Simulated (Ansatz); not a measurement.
This cell of MgTl (CsCl type) is off equilibrium:

```
MgTl
1.0
    7.12858     0.00000     0.00000
    3.56429     3.56429     0.00000
    0.00000     0.00000     3.56429
Mg Tl
2 2
Cartesian
  0.00000   0.00000   0.08333
  3.56429   0.00000  -0.08333
  1.78214   1.78214   1.78214
  5.34643   1.78214   1.78214
```

All values below come from LDA (plane waves to 420 eV, PAW, scalar-relativistic; Ansatz, a first-principles code). k mesh 13×13×13 (Γ-centred), Fermi-Dirac smearing 0.05 eV. Compression counts positive. With partly filled bands, energies and forces of such displacements shift with the k mesh and the smearing. MgTl was relaxed with its symmetry unable to fall. Spin-orbit coupling is left out, though Tl is heavy.

Q: What forces act on the atoms (eV/Å, Cartesian)?

A: 
```tsv
atom	Fx	Fy	Fz
Mg1	0.000	0.000	-0.150
Mg2	0.000	0.000	0.150
Tl3	0.000	0.000	0.000
Tl4	0.000	0.000	0.000
```

(For displaced atoms, the force is minus the slope of the energy, and its curvature is a force constant, which sets phonon frequencies.)
